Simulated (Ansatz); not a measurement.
Task: Name crystals whose computed values (DFT-r²SCAN in the program Ansatz with PAW potentials) fall in these windows: highest Γ mode, no LO–TO term (cm⁻¹) 520 to 710; G_Hill (GPa) 120 to 170; Θ_D (K) 480 to 630.

Result: 

```tsv
crystal	highest Γ mode, no LO–TO term (cm⁻¹)	G_Hill (GPa)	Θ_D (K)
Mo2C, P-3m1 (Mo on 2d, C on 1b)	600	150	582
```
Others may fit too.

Standing as an ambient phase not checked: Mo2C, P-3m1 (Mo on 2d, C on 1b). The cell was relaxed under the symmetry of its start. Rows with no word on spin ran without spin polarisation. Scalar-relativistic: spin–orbit coupling is off unless named, which matters more the heavier the elements.

Potentials: the later of the program's two PAW sets.
